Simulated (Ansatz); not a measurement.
**Property card for Mo4C3**

These are results of DFT PBE, scalar-relativistic, plane waves, PAW in Ansatz, not measurements.

Cutoff 420 eV; k points 12×12×12 on the computed 7-atom cell (Γ-centred); Gaussian smearing, width 0.10 eV; no spin polarisation.

The structure is relaxed at this level of theory with its symmetry kept, and needn't be the ground state of this composition.

```cif
data_structure
_symmetry_space_group_name_H-M 'R-3m:H'
_symmetry_Int_Tables_number 166
_cell_length_a 3.0774
_cell_length_b 3.0774
_cell_length_c 29.2476
_cell_angle_alpha 90.000
_cell_angle_beta 90.000
_cell_angle_gamma 120.000
_cell_volume 239.87
loop_
_atom_site_label
_atom_site_type_symbol
_atom_site_symmetry_multiplicity
_atom_site_Wyckoff_symbol
_atom_site_fract_x
_atom_site_fract_y
_atom_site_fract_z
_atom_site_occupancy
Mo1 Mo 6 c 0.00000 0.00000 0.87796 1
Mo2 Mo 6 c 0.66667 0.33333 0.70822 1
C1 C 6 c 0.33333 0.66667 0.92240 1
C2 C 3 b 0.66667 0.33333 0.83333 1
```

- Space group: R-3m (No. 166)
- Volume per atom: 77.1 bohr³
- Formation energy from the elements' standard states (uncorrected): +0.049 eV/atom
- Kohn–Sham band gap: none (metal)
- Density of states at the Fermi level: 4.8 states/eV per cell
- Orbital (Löwdin) character within 0.5 eV of the Fermi level: Mo 4d 85 %, C 2p 11 %
- Bader charge by site (e): Mo (2 in the cell) 1.40, Mo (2 in the cell) 0.77, C (2 in the cell) -1.45, C (1 in the cell) -1.43

Another cell of Mo4C3 relaxed alike, in I4/mmm, lies 39 meV/atom lower, so this cell isn't the stable form at this level.

It was relaxed from a Materials Project cell. Löwdin shares on free-atom orbitals overweight diffuse shells.
